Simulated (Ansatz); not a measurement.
Al2Cu:
```
Al2Cu
1.0
   -2.02472     2.02472     2.86297
    2.02472    -2.02472     2.86297
    2.02472     2.02472    -2.86297
Al Cu
2 1
Direct
  0.75000   0.25000   0.50000
  0.25000   0.75000   0.50000
  0.50000   0.50000   0.00000
```

Relaxed with PBEsol. Special points in fractions of this cell's reciprocal vectors: Γ (0.000, 0.000, 0.000); X (0.000, 0.000, 0.500); P (0.250, 0.250, 0.250); N (0.000, 0.500, 0.000); M (0.500, 0.500, -0.500); S (0.375, 0.625, -0.375); S0 (-0.375, 0.375, 0.375); R (-0.250, 0.250, 0.500); G (0.500, 0.500, -0.250).

List the band energies nearest the Fermi level at these points for DFT-PBEsol in the program Ansatz with PAW potentials.

In eV from the Fermi level; about four levels below and three above (degenerate sets whole), none deeper than 8.9 eV; points with the same levels are listed once.

```json
[
 {"k": "Γ", "below": "-4.60 -4.60 -4.60 -4.02 -4.02", "above": "2.87 2.87 2.87"},
 {"k": "X", "below": "-3.85 -3.76 -2.01 -2.01", "above": "0.43 1.50 9.01"},
 {"k": "P", "below": "-3.82 -3.59 -3.59 -2.45", "above": "4.19 4.19 5.05"},
 {"k": "N", "below": "-4.45 -4.45 -3.99 -3.95 -3.95", "above": "0.60 0.60 2.97 2.97"},
 {"k": "S", "below": "-4.00 -3.80 -3.18 -1.33", "above": "1.24 4.42 6.57"}
]
```

Space group Fm-3m (fluorite or antifluorite type). The first step of the workflow began from a Materials Project structure, measured or hypothetical; the Crystallography Open Database copy checked does not list it. It is not the phase usual at ambient conditions (space group No. 140). The cell was relaxed with PBEsol under the symmetry of its start; of distortions, only those at the zone centre were tested. No spin polarisation was allowed. Point labels and valley counts follow the cell and symmetry of the run, lower than the named group.

Potentials: the later of the program's two PAW sets.
